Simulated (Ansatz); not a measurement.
The cell is the one relaxed in the Materials Project (mp-136), not relaxed further here; entries there can be hypothetical. The listed cell was then made from it by scaling, straining or moving an atom.

An input for Fe: DFT, PBEsol, all-electron LAPW, scalar-relativistic (Ansatz 0.2.0).

Command: `ansatz run input.yaml --threads 1 --pin off --max-ram 3072MiB --backend cpu --events-out ev --progress --plain --runs-dir out` The run took 33 s on 1 thread of Intel(R) Xeon(R) Platinum 8488C (Sapphire Rapids) (shared host), peak memory 0.68 GiB.

```yaml
crystal:
  lattice:
    - [2.5071823129, 0.0, 0.0]
    - [-1.2535911564, 2.1712835749, 0.0]
    - [0.0, 0.0, 3.84193447]
  atoms:
    - { symbol: Fe, position: [0.3333333333, 0.6666666667, 0.25] }
    - { symbol: Fe, position: [0.6666666667, 0.3333333333, 0.75] }
kpoints:
  mp_grid: { grid: [17, 17, 10] }
  band_path:
    path:
      - [0.0, 0.0, 0.0]
      - [0.5, 0.0, 0.0]
      - [0.3333333333, 0.3333333333, 0.0]
      - [0.0, 0.0, 0.0]
      - [0.0, 0.0, 0.5]
      - [0.5, 0.0, 0.5]
      - [0.3333333333, 0.3333333333, 0.5]
      - [0.0, 0.0, 0.5]
      - [0.5, 0.0, 0.5]
    npoints: 5
scf:
  occupations: { method: fermi_dirac, width: 0.08 }
hamiltonian:
  xc: pbesol
  pseudopotentials: { kind: all_electron, lapw: { basis_error: 0.00025 } }
output:
  forces: true
  stress: true
  eigenvalues: true
```

The results part of the log:

```
SCF 1 converged in 6 iterations: F = -69204.940658 eV  dr2 = 3.72e-9
NSCF: frozen V_eff on 41 k-points
SCF converged after 6 iterations
Free energy (F): -69204.940658 eV
Harris-Foulkes:  -69204.940658 eV  (|F-HF|=1.18e-8)
Internal energy: -69204.884506 eV  (E = F + TS)
E sigma→0 (E₀):  -69204.912582 eV
Entropy (-TS):   -0.056152 eV (-28.076 meV/atom)
Fermi energy:    20.416909 eV
--- Per-component energies (eV) ---
  E_band       = -370.235376
  E_kinetic    = 70142.989078
  E_xc         = -2978.161251
  E_electrostatic = -136369.712333  (all electrons and nuclei)
  E_smearing   = -0.056152  (= −TS)
  E_closure    = 0.000000  (closes the sum)
  E_atoms      = -69185.398888  (free atoms, spherical and without spin; not in F)
  Σ components = -69204.940658   (vs F -69204.940658, Δ=0.00e0)
  Basis errors (estimates in eV, not in F): energy 6.3e-5 per atom: plane waves 5.2e-5 (2.7e-5 summed), levels above the bands 2.0e-88, relativity 4.5e-9, radial functions 1.1e-5, core shells 1.1e-8; eigenvalues (radial functions only) 2.3e-7; not estimated: angular momenta, meshes, grids; target (lapw.basis_error) 2.5e-4; muffin-tin radii Fe 1.203 Å
--- Forces (eV/Å), atoms counted from 1 ---
  atom   1  Fe    -0.00000000     0.00000000     0.00000000
  atom   2  Fe     0.00000000     0.00000000     0.00000000
  max |Σ_I F_I| component: 1.39e-17 eV/Å
--- Stress (GPa, compression-positive) ---
      -21.094716      -0.000000       0.000000
       -0.000000     -21.094716       0.000000
        0.000000       0.000000      -9.173187
  P = ⅓ Tr σ = -17.1209 GPa (-171.209 kbar)
--- Band table (eV; the first three rows and the last of 198) ---
  k-point 0: bands = ["-66.5094", "-66.3706", "-32.9944", "-32.4799", "-32.4799", "-32.3726", "-32.3726", "-32.3421", "11.5066", "15.5584", "18.7813", "18.7813", "19.1240", "19.2857", "19.2857", "19.4503", "19.4503", "21.1256", "21.1256", "21.2178", "29.3231", "41.1484", "44.8132", "45.0468"]
  k-point 1: bands = ["-66.5060", "-66.3740", "-32.9788", "-32.4773", "-32.4773", "-32.3752", "-32.3752", "-32.3585", "11.6219", "15.5479", "18.7122", "18.7122", "19.0801", "19.2325", "19.2325", "19.5761", "19.5761", "20.8304", "21.1308", "21.1308", "29.9087", "41.0918", "44.5403", "45.1301"]
  k-point 2: bands = ["-66.4962", "-66.3840", "-32.9336", "-32.4697", "-32.4697", "-32.4059", "-32.3829", "-32.3829", "11.9616", "15.4821", "18.6009", "18.6009", "18.9566", "19.0942", "19.0942", "19.8515", "19.8515", "19.9706", "21.1276", "21.1276", "31.3903", "40.9472", "43.8893", "44.9341"]
  k-point 197: bands = ["-66.3779", "-66.3779", "-32.8486", "-32.8486", "-32.6650", "-32.6650", "-32.4402", "-32.4402", "16.9209", "16.9209", "17.3748", "17.3748", "18.2191", "18.2191", "19.7701", "19.7701", "21.1139", "21.1139", "26.6789", "26.6789", "29.0496", "29.0496", "31.5696", "31.5696"]
```
